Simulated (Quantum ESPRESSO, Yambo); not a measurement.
ZnSe (zinc blende, space group F-43m, No. 216) under isotropic strain (on all lattice vectors), counted from the cell relaxed with PBEsol, atoms relaxed at each step. norm-conserving PBE (stringent potentials; Quantum ESPRESSO, 104 Ry, no spin-orbit coupling); G0W0 in Yambo (4×4×4 Γ-centred k mesh, bands 14 to 208 and a 15 Ry block in the screening, 208 bands in G with the Bruneval-Gonze terminator, plasmon pole fitted at 27.2 eV).

```csv
strain s (%),PBE direct gap at Γ (eV),G0W0 direct gap at Γ (eV)
-3,?,?
-2,1.619,2.485
-1,1.491,2.331
-0.5,1.429,2.257
0,1.367,2.186
+0.5,1.307,2.120
+1,1.247,2.049
```

Q: Fit a parabola in s to each column by least squares and predict the withheld row.

A: PBE: E = 1.367 − 0.1220 s + 0.0019 s² (largest residual 0 meV), giving 1.750 eV at s = -3; the run gave 1.751 eV, a miss of 1 meV. G0W0: E = 2.187 − 0.1404 s + 0.0043 s² (largest residual 3 meV), giving 2.646 eV at s = -3; the run gave 2.635 eV, a miss of 12 meV. The withheld row lies outside the fitted range, so this is an extrapolation. The GW settings are held fixed; their convergence isn't established. The screening block changes size along the series (307 vectors at -3 %, 307 vectors at -2 %, 307 vectors at -1 %, 307 vectors at -0.5 %, 331 vectors at +0 %, 331 vectors at +0.5 %, 331 vectors at +1 %), which puts steps into the G0W0 values. Spin-orbit splittings are left out.
